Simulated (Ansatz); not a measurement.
Sr3Ti2O7 (space group I4/mmm)

```
CELL_PARAMETERS angstrom
     -1.92337     1.92337    10.00555
      1.92337    -1.92337    10.00555
      1.92337     1.92337   -10.00555
ATOMIC_POSITIONS crystal
  Sr 0.31571 0.31571 0.00000
  Sr 0.68429 0.68429 0.00000
  Sr 0.50000 0.50000 0.00000
  Ti 0.09779 0.09779 0.00000
  Ti 0.90221 0.90221 0.00000
  O  0.40382 0.90382 0.50000
  O  0.59618 0.09618 0.50000
  O  0.90382 0.40382 0.50000
  O  0.09618 0.59618 0.50000
  O  0.80561 0.80561 0.00000
  O  0.19439 0.19439 0.00000
  O  0.00000 0.00000 0.00000
```

The slice is a (001) plane (indices of the conventional cell) through the point (0.806, 0.806, 0.000) (fractional), spanned by u = [101] and v = [011] in vectors of this cell: u (3.85 Å) and v (3.85 Å, at 90° to u). It covers one period; positions are fractions (u, v).

Method: LDA (plane waves to 420 eV, PAW, scalar-relativistic; Ansatz, a quantum-chemistry and plane-wave program). k mesh 10×10×10. Inside the PAW spheres the values are not all-electron values, and peaks at nuclei hang on which shells count as valence. Sr3Ti2O7 is run without spin polarisation. Sr3Ti2O7 was relaxed with its symmetry unable to fall.

Predict the map of the electrostatic potential energy of an electron, from the cell's mean on the slice.


```
|xxxxxxxxxx779999998888777777888899999977xxxxxxxx|
|xxxxxxxxxx889999888877666666778888999988xxxxxxxx|
|xxxxxxxx6688998877665555555555667788888866xxxxxx|
|xxxxxx66888888775544332222223344557788888866xxxx|
|777788888888665533110000000000113355668888888877|
|999999888866442200000000000000000022446688889999|
|999999887755220000000000000000000000225577889999|
|99998877553300000000xxxxxxxxxx000000003355778899|
|998888664411000000xxxxxxxxxxxxxx0000001144668888|
|8888775533000000xxxxxxxxxxxxxxxxxx00000033557788|
|8877665522000000xxxxxxxxxxxxxxxxxx00000022556677|
|8877665522000000xxxxxxxxxxxxxxxxxx00000022556677|
|8877775522000000xxxxxxxxxxxxxxxxxx00000022556677|
|8888775533000000xxxxxxxxxxxxxxxxxx00000033557788|
|998888664411000000xxxxxxxxxxxxxx0000001144668888|
|99998877553300000000xxxxxxxxxx000000003355778899|
|999999887755220000000000000000000000225577889999|
|999999998866442200000000000000000022446688999999|
|777788888888665533110000000000113355668888888877|
|xxxxxx66888888775544332222223344557788888866xxxx|
|xxxxxxxx6688998877665555555555667788888866xxxxxx|
|xxxxxxxxxx889999888877776666778888999988xxxxxxxx|
|xxxxxxxxxx779999998888777777888899999977xxxxxxxx|
|xxxxxxxxxx779999999988888888889999999977xxxxxxxx|
```
Scale: ten equal steps from 3.00 (start of '0') to 11.04 (end of '9'), in the order '0123456789'. Values: electrostatic potential energy of an electron, from the cell's mean, in eV. The map has 24 points along u (two characters each, u = 0 at the left) and 24 along v (v = 0 in the bottom row). Points within 0.8 Å of a nucleus are blanked (x), as the pseudised field means little there. Values under 3 eV are set to 3. The zero, the cell's mean, hangs on the PAW cores.
